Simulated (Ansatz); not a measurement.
K2LiBiCl6:
```cif
data_BiCl6K2Li
_chemical_formula_sum 'K2 Li1 Bi1 Cl6'
_space_group_name_H-M_alt 'P 1'
_space_group_IT_number 1
_cell_length_a 7.36801
_cell_length_b 7.36801
_cell_length_c 7.36801
_cell_angle_alpha 60.000
_cell_angle_beta 60.000
_cell_angle_gamma 60.000
loop_
_space_group_symop_operation_xyz
  'x, y, z'
loop_
_atom_site_label
_atom_site_type_symbol
_atom_site_fract_x
_atom_site_fract_y
_atom_site_fract_z
_atom_site_occupancy
K1 K 0.75000 0.75000 0.75000 1
K2 K 0.25000 0.25000 0.25000 1
Li1 Li 0.50000 0.50000 0.50000 1
Bi1 Bi 0.00000 0.00000 0.00000 1
Cl1 Cl 0.74231 0.25769 0.25769 1
Cl2 Cl 0.25769 0.74231 0.74231 1
Cl3 Cl 0.25769 0.74231 0.25769 1
Cl4 Cl 0.74231 0.25769 0.74231 1
Cl5 Cl 0.25769 0.25769 0.74231 1
Cl6 Cl 0.74231 0.74231 0.25769 1
```

Relaxed with r²SCAN. The program Ansatz at the r²SCAN level (PAW) gives a gap of 4.07 eV.

Q: What gap does HSE06 give on the same cell (Ansatz, PAW)?

A: 4.54 eV, 0.47 eV more. The hybrid was solved on a coarser mesh and at special points; its gap is the smallest among all of these.

```
k  v1 r²SCAN  c1 r²SCAN  v1 HSE06  c1 HSE06
-  ---------  ---------  --------  --------
Γ      -0.62       4.20         …         …
X       0.00       4.69         …         …
L      -0.39       4.07     -0.42      4.54
W      -0.03       4.81         …         …
K      -0.06       4.60         …         …
```

Q: Top valence (v1) and lowest conduction level (c1) in eV from each method's valence maximum (which need not be a listed point): supply the withheld HSE06 values.

A: 
- X, v1 HSE06: 0.00
- X, c1 HSE06: 5.20
- K, v1 HSE06: -0.06
- K, c1 HSE06: 5.11
- W, v1 HSE06: -0.04
- W, c1 HSE06: 5.33
- Γ, v1 HSE06: -0.84
- Γ, c1 HSE06: 4.68

Cost on shared cores: the r²SCAN run (SCF on a 5×5×5 mesh, then bands and DOS) very roughly 5 core-minutes, the HSE06 run (SCF on 3×3×3, then a few points) very roughly 9 core-minutes; the tasks are unlike.

Space group Fm-3m. The first step of the workflow began from a Materials Project structure, measured or hypothetical; the Crystallography Open Database copy checked does not list it. Whether it is the stable phase at ambient conditions was not checked. The cell was relaxed with r²SCAN under the symmetry of its start; its stability against distortions is not shown here. Spin–orbit coupling is left out wherever it is not named.

Potentials: the later of the program's two PAW sets.
